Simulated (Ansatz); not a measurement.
Polymorphs of MgTe, each relaxed with LDA in the plane-wave PAW code Ansatz:

A: rock salt (Fm-3m)
a = b = c = 5.8457 Å, α = β = γ = 90.00°

```json
[
 {"atom": "Mg", "site": "4b", "symmetry": "m-3m", "x": "0.5000", "y": "0.5000", "z": "0.5000"},
 {"atom": "Te", "site": "4a", "symmetry": "m-3m", "x": "0.0000", "y": "0.0000", "z": "0.0000"}
]
```

B: NiAs type (P6_3/mmc)
a = b = 4.137 Å, c = 6.742 Å, α = β = 90.00°, γ = 120.00°

```
atom  site  symmetry       x       y       z
----  ----  --------  ------  ------  ------
Mg      2a      -3m.  0.0000  0.0000  0.0000
Te      2c      -6m2  0.3333  0.6667  0.2500
```

C: CsCl type (Pm-3m)
a = 3.634 Å, b = 3.634 Å, c = 3.634 Å, α = 90.00°, β = 90.00°, γ = 90.00°

```csv
atom,site,symmetry,x,y,z
Mg,1a,m-3m,0.0000,0.0000,0.0000
Te,1b,m-3m,0.5000,0.5000,0.5000
```

Question: Put the candidates in order of energy per atom at 0 K, lowest first, for LDA.

Answer: B (+0 meV/atom), A (+14 meV/atom), C (+481 meV/atom)

Question: Give each one's gap.

Answer: A 0.38 eV; B 0.76 eV; C no gap.

Constructed cells (a structure type filled with these elements, in neither database checked): C. Built on a structure type that need not be the filed one of that space group: A. Standing as an ambient phase not checked: A; B. Unstable at this level: C. All cells were relaxed under the symmetry of their starts (and spin orders); stability against distortions was not tested throughout. Spin–orbit coupling is left out wherever it is not named.

Energies hold the estimated change up to a 700 eV cutoff; steps of a few meV lie near the error of the meshes.

Potentials: the later of the program's two PAW sets.
